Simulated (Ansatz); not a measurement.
Relaxed candidate structures of TiGe2:

A. Fddd, origin choice 1 (No. 70), oF24; a = 4.994 Å, b = 8.525 Å, c = 8.731 Å, α = β = γ = 90.00°; Ti 8b (0.500, 0.500, 0.500); Ge 16f (0.000, 0.169, 0.000)

B. Fm-3m (No. 225), cF12; a = b = c = 6.095 Å, α = β = γ = 90.00°; Ti 4a (0.000, 0.000, 0.000); Ge 8c (0.250, 0.250, 0.250)

### Question
Rank these by energy per atom (lowest first), as PBEsol (plane waves to 420 eV, PAW, scalar-relativistic; Ansatz, a first-principles code) gives it.

### Answer
A (reference, the lowest of the structures calculated here), B (+0.56 eV/atom)

Each run could gain symmetry but not lose that of its start, so entries can be saddle points. From databases, or of a type measured for this composition: Fddd, oF24; the others are generated cells (placed on structure types, drawn at random, substituted or restacked) that were not matched to a known phase here. Energies are at zero temperature and pressure, without zero-point motion. The runs use different k-meshes, so differences are rounded accordingly. No spin polarisation in the result. A magnetic state may lie lower.
